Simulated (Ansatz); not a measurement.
CsSnI₃ (cubic perovskite, space group No. 221) at seven volumes, PBE in the plane-wave PAW code Ansatz, scaled uniformly. One row is withheld.

| V (Å³/atom) | P (GPa) |
|---|---|
| 44.893 | 1.80 |
| 46.373 | 1.10 |
| 47.853 | 0.50 |
| 49.333 | 0.00 |
| 50.813 | -0.42 |
| 52.292 | ? |
| 53.772 | -1.08 |

Problem. Fit the shown pressures and predict the withheld one.

Solution. P = (3/2)B₀(x^(7/2) − x^(5/2))[1 + (3/4)(B′ − 4)(x − 1)] with x = (V₀/V)^(2/3). Least squares on the six rows gives V₀ = 49.338 Å³/atom, B₀ = 15.3 GPa, B′ = 4.64. At V = 52.292, x = 0.9620 and P = -0.78 GPa. The run itself gave -0.78 GPa.

Space group Pm-3m (cubic perovskite). This is a known high-temperature phase of the composition, computed here at zero pressure and temperature. The cell was relaxed with PBE under the symmetry of its start; its stability against distortions is not shown here. The volume moved by 18 % from the start of the relaxation. Scalar-relativistic: spin–orbit coupling is off unless named, which matters more the heavier the elements.

Potentials: the later of the program's two PAW sets.
